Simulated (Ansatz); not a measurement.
**ScIn (P4/mmm): the volume from the results**

The reference geometry is a structure from the Materials Project; nothing is relaxed.

Settings: r²SCAN, 10×10×8 k mesh, Fermi–Dirac smearing of 0.05 eV. PAW means Ansatz 0.2.0 on its default frozen-core files. Site moments are integrated in spheres about the atoms.

The run was typed so:

```yaml
crystal:
  lattice:
    - [3.19494358, 0.0, 0.0]
    - [0.0, 3.19494358, 0.0]
    - [0.0, 0.0, 4.37973534]
  atoms:
    - { symbol: Sc, position: [0.0, 0.0, 0.0], spin: 1.0 }
    - { symbol: In, position: [0.5, 0.5, 0.5] }
magnetization:
  spin_polarized: true
kpoints:
  mp_grid: { grid: [10, 10, 8] }
scf:
  occupations: { method: fermi_dirac, width: 0.05 }
  lower_state_search: "off"
hamiltonian:
  xc: r2scan
  pseudopotentials: { kind: paw }
output:
  forces: true
  stress: true
  eigenvalues: true
  populations: true
  write_density: true
  write_potential: true
  elf: true
  volumetric_format: npy
```

Command: `ansatz run input.yaml --threads 1 --pin off --max-ram 3072MiB --backend cpu --events-out ev --progress --plain --runs-dir out`

The cell is scaled evenly, and every run starts from the same moments. Some of the runs:

```csv
V/V₀,cell moment (μB),largest site moment (μB),F − F(V₀) (meV/atom),pressure (GPa)
0.85,0.47,0.35,142,16.0
0.9,0.47,0.36,55,9.1
1.18,0.50,0.41,126,-8.5
```

Task: Another run of the series gave cell moment (μB) = 0.47, largest site moment (μB) = 0.34, F − F(V₀) (meV/atom) = 285, pressure (GPa) = 25.2. At which V/V₀ was it made?
A. 0.95
B. 0.72
C. 0.8
D. 1.05
E. 1.1

Result: C. V/V₀ = 0.8.

Task: Another run of the series gave cell moment (μB) = 0.49, largest site moment (μB) = 0.39, F − F(V₀) (meV/atom) = 46, pressure (GPa) = -5.8. At which V/V₀ was it made?
A. 0.8
B. 0.95
C. 1.1
D. 0.72
E. 1.05

Result: C. V/V₀ = 1.1.

The whole series:

```csv
V/V₀,cell moment (μB),largest site moment (μB),F − F(V₀) (meV/atom),pressure (GPa)
0.72,0.47,0.34,677,46.7
0.8,0.47,0.34,285,25.2
0.85,0.47,0.35,142,16.0
0.9,0.47,0.36,55,9.1
0.95,0.48,0.37,11,3.8
1,0.48,0.37,0,-0.3
1.05,0.48,0.38,13,-3.4
1.1,0.49,0.39,46,-5.8
1.18,0.50,0.41,126,-8.5
```

The PAW files were made with PBE; the program remakes their cores once for the run's functional and then keeps them frozen. Under strong compression frozen cores are worth checking against an all-electron run. The Ansatz runs typed with the search for lower states off end where their start leads. r²SCAN is known to give itinerant transition metals moments and polarisation energies that are too large. These are results for the start and cell typed. The real compound can order otherwise, in a larger cell, or not at all, since semilocal functionals at zero temperature often overstate magnetism.
